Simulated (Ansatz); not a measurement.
**Li: pressure against volume, fitted**

```yaml
crystal:
  lattice:
    - [-1.75000, 1.75000, 1.75000]
    - [1.75000, -1.75000, 1.75000]
    - [1.75000, 1.75000, -1.75000]
  atoms:
    - { symbol: Li, position: [0.00000, 0.00000, 0.00000] }
```

Structure: COD 9011628, as refined from experiment and not relaxed.

The calculation used DFT, PBEsol, all-electron LAPW, scalar-relativistic (Ansatz 0.2.0).

Numerical set-up: a Γ-centred 15×15×15 k mesh, Fermi–Dirac smearing of 0.08 eV, basis error target 0.25 meV/atom, no spin polarisation.

The cell is scaled evenly. Fractional coordinates are held (clamped ions).

```csv
V (Å³/atom),P (GPa)
20.151,0.06
20.366,-0.08
20.580,-0.22
20.902,-0.41
21.009,-0.47
21.223,-0.59
21.438,-0.71
21.652,-0.82
21.866,-0.92
21.973,-0.97
22.295,-1.12
22.724,-1.30
```

Task: Fit a third-order Birch–Murnaghan curve to the pressures.

Result: P = (3B0/2)(y^(7/2) − y^(5/2))[1 + (3/4)(B0′ − 4)(y − 1)] with y = (V0/V)^(2/3) fits within 0.01 GPa for V0 = 20.241 Å³/atom, B0 = 13.4 GPa and B0′ = 3.04.

Task: Predict the pressure at the withheld volume, 22.509 Å³/atom.

Result: There y = 0.9316, so the fit gives -1.21 GPa; the run gave -1.21 GPa.
